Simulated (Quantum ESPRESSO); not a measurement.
## Kohn-Sham bands of ZrO2 (P4₂/nmc)

```yaml
crystal:
  lattice:
    - [3.60017, 0.00000, 0.00000]
    - [0.00000, 3.60017, 0.00000]
    - [0.00000, 0.00000, 5.22516]
  atoms:
    - { symbol: Zr, position: [0.00000, 0.00000, 0.00000] }
    - { symbol: Zr, position: [0.50000, 0.50000, 0.50000] }
    - { symbol: O, position: [0.00000, 0.50000, 0.30177] }
    - { symbol: O, position: [0.00000, 0.50000, 0.80177] }
    - { symbol: O, position: [0.50000, 0.00000, 0.19823] }
    - { symbol: O, position: [0.50000, 0.00000, 0.69823] }
```

Cell from Materials Project (mp-2574), symmetrised, no further relaxation. COD (Crystallography Open Database) has the formula in 4 space groups, this one among them (matched by group alone). Level: PBE, no spin polarisation, no spin-orbit coupling; pw.x of Quantum ESPRESSO at 68 Ry with PseudoDojo potentials, 8×8×6 k-points, Wannier90. Density: 8×8×6 mesh, cold smearing 0.01 Ry.

Problem. List the Kohn-Sham levels between −8 and 7.1 eV relative to the valence-band maximum at the high-symmetry points, as a band run of pw.x on that density gives them (levels within 2 meV counted together).

Solution. 
```
point  k (reciprocal lattice)                                                                                                         levels (eV)
-----  ----------------------  ------------------------------------------------------------------------------------------------------------------
Γ           0.000 0.000 0.000      -4.84, -4.58, -4.42 (×2), -2.38 (×2), -1.29 (×2), -0.70, -0.14, -0.09 (×2), 4.07, 4.58, 5.26, 5.31, 6.62, 6.93
X           0.000 0.500 0.000             -4.18 (×2), -2.98 (×2), -2.66 (×2), -2.04 (×2), -1.40 (×2), -0.12 (×2), 4.48 (×2), 5.40 (×2), 6.66 (×2)
M           0.500 0.500 0.000  -5.14 (×2), -2.67 (×2), -2.57 (×2), -1.08 (×2), -0.83 (×2), -0.39 (×2), 5.16 (×2), 5.43 (×2), 6.29 (×2), 6.83 (×2)
Z           0.000 0.000 0.500                        -3.83 (×2), -3.62 (×2), -3.09 (×2), -2.63 (×2), -0.53 (×2), -0.01 (×2), 4.61 (×2), 5.22 (×2)
R           0.000 0.500 0.500             -3.79 (×2), -3.48 (×2), -2.29 (×2), -1.79 (×2), -1.27 (×2), -0.84 (×2), 4.58 (×2), 4.87 (×2), 6.47 (×2)
A           0.500 0.500 0.500                         -4.18 (×2), -3.84 (×2), -1.77 (×4), -1.43 (×2), -0.05 (×2), 5.19 (×2), 5.67 (×2), 6.47 (×4)
```
